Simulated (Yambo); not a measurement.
G0W0@PBE for GaSb (zinc blende, space group F-43m, No. 216) in Yambo (4×4×4 mesh, 15 Ry block, plasmon pole, screening fixed), without a terminator:

| bands N in G | gap Γ → Γ (eV) | shift of the valence edge (eV) |
|---|---|---|
| 93 | 0.804 | -0.333 |
| 162 | 0.777 | -0.474 |
| 259 | 0.771 | -0.533 |

Question: Extrapolate both columns to infinite N with E(N) = E∞ + A/N, test the form, and compare with the terminator.

Answer: From two points, E∞ = (N2 E2 − N1 E1)/(N2 − N1). The two largest N give 0.76 eV for the gap and -0.63 eV for the shift; the two smallest give 0.74 eV and -0.66 eV. For the gap the slopes A are 5.9 and 2.6 eV: the form isn't reached, and its limit is uncertain. For the shift the slopes A are 31 and 26 eV: the form isn't reached, and its limit is uncertain. With the Bruneval-Gonze terminator and 259 bands the run gives 0.76 eV and -0.58 eV, 0.00 eV and 0.05 eV from the extrapolated values: the terminator too is an estimate of the remainder. Block, mesh and the bands in W are held fixed.

Spin-orbit coupling is not included.

Geometry relaxed with PBEsol; primitive cell a = b = c = 4.323 Å, α = β = γ = 60.00°.

A shift is the quasiparticle energy of the state minus its PBE energy.

The potentials are those of PseudoDojo's stringent table.
